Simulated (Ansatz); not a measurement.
A distorted cell of KF (rock salt):

```
KF
1.0
    0.00000     2.63609     2.63609
    2.63609     0.00000     2.63609
    2.63609     2.63609     0.00000
F K
1 1
Cartesian
  0.00000   0.00000   0.00000
  2.63609   2.63609   2.63609
```

All values below come from PBE (plane waves to 420 eV, PAW, scalar-relativistic; Ansatz, a first-principles code). k mesh 11×11×11 (Γ-centred), Fermi-Dirac smearing 0.05 eV. E stands for the smeared free energy. Stress and pressure are positive under compression. KF was relaxed with its symmetry unable to fall.

Question: Give the stress tensor in GPa and the pressure.

Answer: 
```
   2.95     0.00     0.00
   0.00     2.95     0.00
   0.00     0.00     2.95
```
The pressure, a third of the trace, is 2.95 GPa.

Question: It is the relaxed cell scaled evenly to V/V₀ = 0.920, atoms relaxed where free. What is its energy relative to the relaxed cell?

Answer: 13.6 meV/atom.

(A scan under strain: stresses follow from slopes of the energy per volume, elastic moduli from its curvatures.)
